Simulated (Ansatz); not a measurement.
Values for one crystal, relaxed and computed with PBEsol in the plane-wave PAW code Ansatz; other levels are named.

| Property | Result |
|---|---|
| Volume per atom | 31.75 Å³ |
| Electronic character | metallic (no gap) |
| Hill bulk and shear moduli | 41.7 and 20.0 GPa |
| Mechanical stability | stable (all eigenvalues of C positive) |
| Density of states at the Fermi level | 0.07 states/eV per atom (mean over ±0.08 eV) |
| Young's modulus | 51.8 GPa |
| Debye temperature from the elastic constants | 174 K |

Task: Which compound is it?
A. InBi, zinc blende
B. GaBi, zinc blende
C. GaNi3, Cu3Au type
D. TaGa3, I4/mmm (Ta on 2a, Ga on 2b, Ga on 4d)

Result: B, GaBi, zinc blende

Space group F-43m (zinc blende). The workflow started from a Materials Project entry (that database holds measured and hypothetical structures alike); the Crystallography Open Database copy checked does not list it. With Ga and Bi taken as one species the cell has the higher symmetry Fd-3m, so it may be an ordered model of a mixed-site phase. Its standing as an ambient phase is unchecked. The PBEsol relaxation kept the symmetry of its start; whether a distortion lowers the energy is not shown. As this level gives no gap, shear constants depend on the k-mesh and smearing (Fermi–Dirac, 0.1 eV here). Scalar-relativistic: spin–orbit coupling is off unless named, which matters more the heavier the elements.

Potentials: the later of the program's two PAW sets.
